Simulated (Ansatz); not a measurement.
Given:

BP:
Space group F-43m (No. 216); a = b = c = 4.548 Å, α = β = γ = 90.00°

```json
[
 {"atom": "B", "site": "4a", "symmetry": "-43m", "x": "0.0000", "y": "0.0000", "z": "0.0000"},
 {"atom": "P", "site": "4c", "symmetry": "-43m", "x": "0.2500", "y": "0.2500", "z": "0.2500"}
]
```
(The calculation used a cell of 2 atoms; values per cell refer to that cell.)

This is the PBE-relaxed structure.

Problem. All from PBE in the plane-wave PAW code Ansatz, unless another level is named. Predict the hole effective mass, band 2 of 3 at the edge.

Solution. 0.26 along [100], 0.26 along [110], 0.64 along [111] (mₑ).

Problem. And the band gap?

Solution. 1.25 eV (indirect).

Problem. Predict the weight of the conduction-edge state by species (Voronoi cells).

Solution. P 53 %, B 47 %.

Problem. Next, the weight of the valence-edge state by species (Voronoi cells)?

Solution. B 55 %, P 45 %.

The cell was relaxed with PBE under the symmetry of its start.

Potentials: the earlier of the program's two PAW sets.
